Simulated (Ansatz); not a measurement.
# What a trial cell of RbCd relaxes into

Method: DFT PBE, scalar-relativistic, plane waves, PAW in Ansatz 0.2.0. Cutoff 420 eV, Gaussian smearing, Γ-centred meshes. Cell and atoms relax first on a coarse mesh and then on a finer one. In between, the cell is made exact in the group found at 0.06 Å. In metals the finer mesh still leaves noise of several meV/atom or more. The steps can't lower the symmetry of their start. No spin polarisation.

The guess for RbCd was made by a generator: random cell by space group and Wyckoff sites (Pm-3m, No. 221). Its size is a rough estimate.

Space group Pm-3m (No. 221). a = 4.355 Å, b = 4.355 Å, c = 4.355 Å, α = 90.00°, β = 90.00°, γ = 90.00°
```tsv
atom	site	symmetry	x	y	z
Rb	1b	m-3m	0.5000	0.5000	0.5000
Cd	1a	m-3m	0.0000	0.0000	0.0000
```

The zero of energy is the elements' standard structures at the same level; no fitted shifts are applied.

Question: What does it relax into?

Answer: The symmetry stays Pm-3m (No. 221). The end has the caesium chloride type. The volume per atom grows by 14.2 %, from 41.3 to 47.2 Å³. The shortest distance goes from 3.77 Å (Rb–Cd) to 3.94 Å (Rb–Cd). Conventional cell: a = 4.552 Å. Rb has 8 Cd at 3.94 Å and 6 Rb at 4.55 Å; around Cd lie 8 Rb at 3.94 Å and 6 Cd at 4.55 Å.

Space group Pm-3m (No. 221). a = 4.552 Å, b = 4.552 Å, c = 4.552 Å, α = 90.00°, β = 90.00°, γ = 90.00°
```tsv
atom	site	symmetry	x	y	z
Rb	1b	m-3m	0.5000	0.5000	0.5000
Cd	1a	m-3m	0.0000	0.0000	0.0000
```

Question: Give its energy and gap.

Answer: The energy over the elements is +0.03 eV/atom and the gap on the 12×12×12 mesh of the 2-atom cell is 0 eV (a metal).

A positive value: parting into the elements would lower its energy.

The last run used Gaussian smearing of 0.10 eV. For metals, differences of a few meV/atom aren't resolved. A structure relaxed within its symmetry needn't be a true minimum.
